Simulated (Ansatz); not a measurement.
The cell below belongs to a search over invented structures; it isn't taken from experiment.

Input and command of a plane-wave DFT calculation in Ansatz:

```yaml
crystal:
  lattice:
    - [4.5727352957, 0.0, 0.0]
    - [0.0, 4.5727352957, 0.0]
    - [0.0, 0.0, 7.7573623749]
  atoms:
    - { symbol: Al, position: [0.0, 0.0, 0.1765129436] }
    - { symbol: Al, position: [0.0, 0.0, 0.8234870564] }
    - { symbol: Al, position: [0.0, 0.0, 0.5] }
    - { symbol: B, position: [0.5, 0.5, 0.5] }
    - { symbol: P, position: [0.0, 0.5, 0.5] }
    - { symbol: P, position: [0.5, 0.0, 0.5] }
basis:
  ecutwfc: 420
kpoints:
  mp_grid: { grid: [8, 8, 6] }
hamiltonian:
  xc: pbe
scf:
  occupations: { method: gaussian, width: 0.1 }
output:
  forces: true
  stress: true
  eigenvalues: true
  write_density: true
  write_potential: true
  elf: true
  volumetric_format: npy
relax:
  adjacent_minimum: "off"
  f_tol: 0.01
  max_steps: 80
  cell: { stress_tol: 0.05 }
```

```bash
ansatz run input.yaml --threads 1 --pin off --max-ram 2560MiB --backend cpu --events-out ev --progress --plain --runs-dir out
```

Processor: Intel(R) Xeon(R) Processor @ 2.70GHz, 1 thread, on a host shared with other jobs.

Question: Estimate time, memory and problem size.

Answer: About 79 s, peak memory 0.51 GiB. It solves 17 bands at 60 k points (after reduction by symmetry) with about 3163 plane waves (on the last cell), in 28 SCF iterations over 5 ionic steps.
